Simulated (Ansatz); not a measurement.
SrNi2As2: do energies and stresses tell the same story?

Computed with DFT PBEsol, scalar-relativistic, plane waves, PAW in Ansatz.

Plane waves to 420 eV, a k mesh through Γ of 12×12×12 on the computed 5-atom cell and Gaussian smearing (0.10 eV); no spin polarisation.

Relaxed cell: I4/mmm, a = 4.112 Å, b = 4.112 Å, c = 10.130 Å, α = 90.00°, β = 90.00°, γ = 90.00°, 5 atoms in the primitive cell. Whether it is the stable form of this composition wasn't checked.

Energies at zero smearing and pressures from the stress tensor, at volumes with shape and atoms relaxed:
```
V (Å³/atom) E − E(first) (meV/atom) P (GPa)
     15.071                     0.00    15.09
     15.585                   -40.07    10.10
     16.098                   -65.60     5.99
     16.612                   -79.20     2.65
     17.126                   -83.23     0.01
     17.640                   -79.77    -1.87
     18.154                   -72.73    -2.83
     18.839                   -56.80    -4.47
```

Problem. Check P = −dE/dV between neighbouring volumes, and get the bulk modulus from the pressures alone.

Solution. With 1 eV/Å³ = 160.2 GPa:
| middle V (Å³/atom) | −ΔE/ΔV (GPa) | mean P (GPa) |
| --- | --- | --- |
| 15.328 | 12.494 | 12.596 |
| 15.842 | 7.963 | 8.042 |
| 16.355 | 4.240 | 4.320 |
| 16.869 | 1.256 | 1.329 |
| 17.383 | -1.077 | -0.933 |
| 17.897 | -2.197 | -2.353 |
| 18.496 | -3.726 | -3.653 |

The two differ by 0.16 GPa at most. The mean of two end pressures misses the average over a step by about ΔV² P″/12, up to 0.14 GPa here; with that taken off 0.18 GPa remains, from the smearing term (the stress is the derivative of the free energy), the finite cutoff, the mesh or the relaxation's tolerance. Around V = 17.126 Å³/atom, the two neighbours give B = −V ΔP/ΔV = 17.126 × 4.52 / 1.028 = 75.4 GPa, against B0 = 69.7 GPa from the Birch–Murnaghan fit of the energies.

A ferromagnetic start lost its moments in a first run, so spin was left out; other magnetic orders weren't tried.

Cost: 9 runs of about 27 core-minutes in all, on Intel Xeon 6975P-C (Granite Rapids) (shared hosts).